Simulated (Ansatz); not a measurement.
Tl₂SnS₃:
```yaml
crystal:
  lattice:
    - [11.08360, 1.90300, 0.00000]
    - [-11.08360, 1.90300, 0.00000]
    - [-0.29811, 0.00000, 7.18087]
  atoms:
    - { symbol: Tl, position: [0.34009, 0.65991, 0.22571] }
    - { symbol: Tl, position: [0.65991, 0.34009, 0.77429] }
    - { symbol: Tl, position: [0.50950, 0.49050, 0.25328] }
    - { symbol: Tl, position: [0.49050, 0.50950, 0.74672] }
    - { symbol: Sn, position: [0.15352, 0.84648, 0.26799] }
    - { symbol: Sn, position: [0.84648, 0.15352, 0.73201] }
    - { symbol: S, position: [0.08598, 0.91402, 0.00290] }
    - { symbol: S, position: [0.91402, 0.08598, 0.99710] }
    - { symbol: S, position: [0.08900, 0.91100, 0.52224] }
    - { symbol: S, position: [0.91100, 0.08900, 0.47776] }
    - { symbol: S, position: [0.72308, 0.27692, 0.26670] }
    - { symbol: S, position: [0.27692, 0.72308, 0.73330] }
```

Relaxed with LDA.

Q: Map the valence electron density (e/Å³), cut off at 0.9 on the plane through (0.340, 0.660, 0.226) spanned by u = [0, 0, 1] and v = [1, -1, 0] in lattice vectors, from LDA (plane waves, PAW; program Ansatz).

A: x is the fraction of u, y of v (the angle between them is 92°; rows are the nearest grid lines); atoms in the plane: Tl at (0.00, 0.00), Tl at (0.55, 0.32), Tl at (0.03, 0.17), Tl at (0.52, 0.15), Sn at (0.04, 0.81), Sn at (0.51, 0.51), S at (0.78, 0.75), S at (0.77, 0.57), S at (0.30, 0.75), S at (0.25, 0.57).
```
|@@@@@#-.       ........      .-#@@@@@|
|+=-:..     .:=#@@@*#@@@*-.     ..:==+|
|           .:=%@@@*%@@@+-.           |
|.....           ......             ..|
|@@@@@@#-:..                   ..-*@@@|
|%@@%***%@@@@@@%+-..  ..:=#@@@@@@#**#%|
|:..::=#@@%. *@@#=:.  .:+@@@= -@@@*-::|
|     ..:--=--:..       .::-=+=-::.   |
|                                     |
|   .:-*@@@@@%+-:.    .:-*@@@@@@#=:.  |
|  .:=%@@+ -@@@*-:....:=*@@%: +@@%=:. |
|   ..:-=++++++%@@@@@@@@*+====--:..   |
|            .:-#@@@@@#=:.            |
|+**+=-:.                        ..:=+|
|@@@@@@*-.                      .-+@@@|
|@@@@#=-..     .-*@@@@@@@*-.    .:-+#@|
|             .-*@@@@@@@@%-.          |
|                                     |
|::::..                           ..::|
|@@@@@@#-.   .:=@@@@@@@@#-..   .-#@@@@|
|#%#+-:.     .:+@@@@@@@@*-.     ..:=*#|
|                                     |
|==-:..                         ..:-==|
|@@@@@#-.       ........      .-#@@@@@|
```
Scale: ten equal steps from 0.006 (start of ' ') to 0.900 (end of '@'), in the order ' .:-=+*#%@'; x runs from 0.000 to 1.00, y from 0.000 (bottom) to 1.00 (top).

The density is the valence pseudo-density with augmentation charge, so density and ELF within about 1 Å of a nucleus are not all-electron values.

Space group C2/m. The first step of the workflow began from a Materials Project structure, measured or hypothetical; the Crystallography Open Database files this formula in space group No. 12, but the cells were not matched. Whether it is the stable phase at ambient conditions was not checked. The LDA relaxation kept the symmetry of its start; its stability against distortions is not shown here. A crystal of weakly bound units computed without a dispersion correction: the cell and the soft elastic constants depend strongly on that. Spin–orbit coupling is left out wherever it is not named.

Potentials: the later of the program's two PAW sets.
